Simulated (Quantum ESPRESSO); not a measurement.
AlP (zinc blende, space group F-43m, No. 216) has an indirect gap of 1.45 eV with PBEsol (pw.x of Quantum ESPRESSO, ONCV potentials, without SOC). After an isotropic strain (on all lattice vectors, atoms relaxed) the gap is indirect, 1.55 eV.

Which strain was applied?
(A) -3 %
(B) +2 %
(C) +1 %
(D) -0.7 %
(E) -1.5 %

B, +2 %. Gaps found: -3 %: 1.25 eV (indirect); -1.5 %: 1.35 eV (indirect); -0.7 %: 1.40 eV (indirect); 0 %: 1.45 eV (indirect); 1 %: 1.50 eV (indirect); 2 %: 1.55 eV (indirect).
